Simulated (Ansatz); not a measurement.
SrZrO3 (cubic perovskite)

```yaml
crystal:
  lattice:
    - [4.12994, 0.00000, 0.00000]
    - [0.00000, 4.12994, 0.00000]
    - [0.00000, 0.00000, 4.12994]
  atoms:
    - { symbol: Sr, position: [0.50000, 0.50000, 0.50000] }
    - { symbol: Zr, position: [0.00000, 0.00000, 0.00000] }
    - { symbol: O, position: [0.00000, 0.50000, 0.00000] }
    - { symbol: O, position: [0.50000, 0.00000, 0.00000] }
    - { symbol: O, position: [0.00000, 0.00000, 0.50000] }
```

The slice is a {110} plane (indices of the conventional cell) through the point (0.000, 0.000, 0.000) (fractional), spanned by u = [100] and v = [011] in vectors of this cell: u (4.13 Å) and v (5.84 Å, at 90° to u). It covers one period; positions are fractions (u, v).

Computed with PBEsol (plane waves to 420 eV, PAW, scalar-relativistic; Ansatz, an electronic-structure program). k mesh 8×8×8. Near the nuclei the fields are pseudised (PAW); where an atom keeps semicore shells as valence, they peak there. SrZrO3 is run without spin polarisation. SrZrO3 was relaxed with its symmetry unable to fall. This is a high-temperature form of SrZrO3.

### Question
Around which element is the density of the highest valence band (whole band, smooth part) largest on this plane?

### Answer
O. Mean over a disc round each atom, of radius 0.45 times the shortest bond: O 0.119, Zr 0.012, Sr 0.002 e/Å³.

### Question
Around which element is the density of the lowest conduction band (whole band as if filled, smooth part) largest on this plane?

### Answer
Zr. Mean over a disc round each atom, of radius 0.45 times the shortest bond: Zr 0.134, O 0.019, Sr 0.014 e/Å³.

### Question
What is the ELF at the density minimum of the shortest Zr–O line in this plane (2.06 Å)?

### Answer
0.3.

### Question
Sketch the density of the lowest conduction band (whole band as if filled, smooth part) on this plane as a map.

### Answer
```
|02421000110001242|
|58962100110012698|
|79963100000013699|
|55542100000012455|
|22221100000011222|
|11111000000001111|
|00000000000000000|
|00000000000000000|
|00000000000000000|
|00000000000000000|
|00000000000000000|
|00000000000000000|
|00000000000000000|
|00000000000000000|
|00000000000000000|
|00000000000000000|
|00000000000000000|
|11111000000001111|
|22221100000011222|
|55542100000012455|
|79963100000013699|
|58962100110012698|
|02421000110001242|
|00000000000000000|
```
Scale: ten equal steps from 0.000 (start of '0') to 0.249 (end of '9'), in the order '0123456789'. Values: density of the lowest conduction band (whole band as if filled, smooth part) in e/Å³. The map has 17 points along u (one character each, u = 0 at the left) and 24 along v (v = 0 in the bottom row).
